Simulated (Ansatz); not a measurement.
# BaTiO₃: how the free axis answers a strain

BaTiO₃, Pm-3m, a = 3.970 Å. The structure is a Materials Project entry; whether it is the stable form wasn't checked. Ansatz: PBEsol, PAW, 420 eV, Γ-centred 8×8×8 mesh on 5 atoms, Gaussian smearing 0.02 eV; no spin polarisation. Series: biaxial strain in the a-b plane, c and atoms relaxed; x is the strain in per cent. y is the change of c in per cent of 3.970 Å.

| x (%) | y (%) |
| --- | --- |
| -3.0 | 2.27 |
| -2.0 | 1.47 |
| -1.0 | 0.71 |
| 0.0 | 0.00 |
| 1.0 | ? |
| 2.0 | -1.30 |
| 3.0 | -1.89 |

Q: Fit y = c1 x + c2 x² to the other rows, say what c1 measures, and predict the missing y.

A: Least squares on the rows shown. y = −0.6929 x + 0.02111 x². With no stress along c, c1 = −2C12/C11 = -0.693. At x = 1.0 the fit asked for gives -0.67 %. The run gave -0.67 %, the same to the digits shown.

Symmetry holds off the tilts and polar distortions that many cubic perovskites undergo.